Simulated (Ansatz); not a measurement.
## Ta (P6_3/mmc), stationary points along a deformation path

The calculation used Ansatz, DFT LDA, scalar-relativistic, plane waves, PAW. Settings: plane waves to 420 eV, k-mesh 21×21×10 (Γ-centred), Gaussian smearing 0.15 eV. Spin–orbit coupling is left out, which can shift energies with elements as heavy as these. No spin polarisation. Energies are free energies at this smearing, counted from the undisturbed cell; pressure is positive in compression.

Zero of the scan (as given, not relaxed at this level; it stands at -11.8 GPa; this form isn't the usual structure):

```yaml
crystal:
  lattice:
    - [2.90037, 0.00000, 0.00000]
    - [-1.45019, 2.51180, 0.00000]
    - [0.00000, 0.00000, 5.16627]
  atoms:
    - { symbol: Ta, position: [0.66667, 0.33333, 0.75000] }
    - { symbol: Ta, position: [0.33333, 0.66667, 0.25000] }
```

At fixed volume and fractional coordinates, lengths along (0.000, 0.000, 1.000) are scaled against those across it; ρ is that ratio over its starting value. V = 18.819 Å³/atom. Δσ is the stress along the axis less the mean stress across it (compression positive).

```
    ρ  ΔE (meV/atom)  Δσ (GPa) space group
0.800          155.0      6.02     P6_3/mmc
0.850          113.9     10.23     P6_3/mmc
0.920           46.9     10.72     P6_3/mmc
0.960           15.2      7.68     P6_3/mmc
1.000            0.0      1.43     P6_3/mmc
1.050           12.0     -7.85     P6_3/mmc
1.100           57.8    -17.41     P6_3/mmc
1.200          240.8    -36.70     P6_3/mmc
1.300          532.1    -56.33     P6_3/mmc
```

Task: How does the stress give the slope of the energy, and where is the energy stationary?

Result: Along the path d ln(length) is 2/3 d ln ρ on the axis and −1/3 d ln ρ across it, so dE/d ln ρ = −(2/3) V Δσ: the energy falls with ρ where Δσ is positive. Δσ vanishes or changes sign between ρ = 1.000 and 1.050, a minimum (near 1.01 by linear interpolation). Pairs of stationary points between two samples would go unseen, and could change a minimum read from distant neighbours into a maximum.

Task: Integrate that slope from ρ = 1 to 1.200 by the trapezoid rule.

Result: With V/N in Å³ and 1 eV/Å³ = 160.2 GPa the slopes at ρ = 1.000, 1.050, 1.100, 1.200 are -112, 615, 1364, 2874 meV/atom per unit of ln ρ. The steps add 12.3 + 46.0 + 184.4 = 242.6 meV/atom, against 240.8 from the energies; the trapezoid rule misses the curvature of the slope within each step.

In a metal these slopes depend on the k mesh and the smearing.